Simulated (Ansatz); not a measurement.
LaMgAu in space group P-62m (No. 189; La on 3f, Mg on 3g, Au on 2d, Au on 1a) at seven volumes, r²SCAN in the plane-wave PAW code Ansatz, shape and atoms relaxed at each. One row is withheld.

```json
[
 {"V (Å³/atom)": "23.045", "P (GPa)": "7.10"},
 {"V (Å³/atom)": "23.804", "P (GPa)": "4.36"},
 {"V (Å³/atom)": "24.564", "P (GPa)": "2.02"},
 {"V (Å³/atom)": "25.324", "P (GPa)": "0.00"},
 {"V (Å³/atom)": "26.083", "P (GPa)": "-1.72"},
 {"V (Å³/atom)": "26.843", "P (GPa)": "-3.19"},
 {"V (Å³/atom)": "27.603", "P (GPa)": "?"}
]
```

**Question.** Fit the shown pressures and predict the withheld one.

**Answer.** P = (3/2)B₀(x^(7/2) − x^(5/2))[1 + (3/4)(B′ − 4)(x − 1)] with x = (V₀/V)^(2/3). Least squares on the six rows gives V₀ = 25.326 Å³/atom, B₀ = 61.9 GPa, B′ = 4.13. At V = 27.603, x = 0.9442 and P = -4.46 GPa. The run itself gave -4.44 GPa.

The workflow started from an entry of the Crystallography Open Database (COD, 293 K). Its standing as an ambient phase is unchecked. Symmetry was held in the r²SCAN relaxation; its stability against distortions is not shown here. Spin–orbit coupling is left out wherever it is not named.

Potentials: the later of the program's two PAW sets.
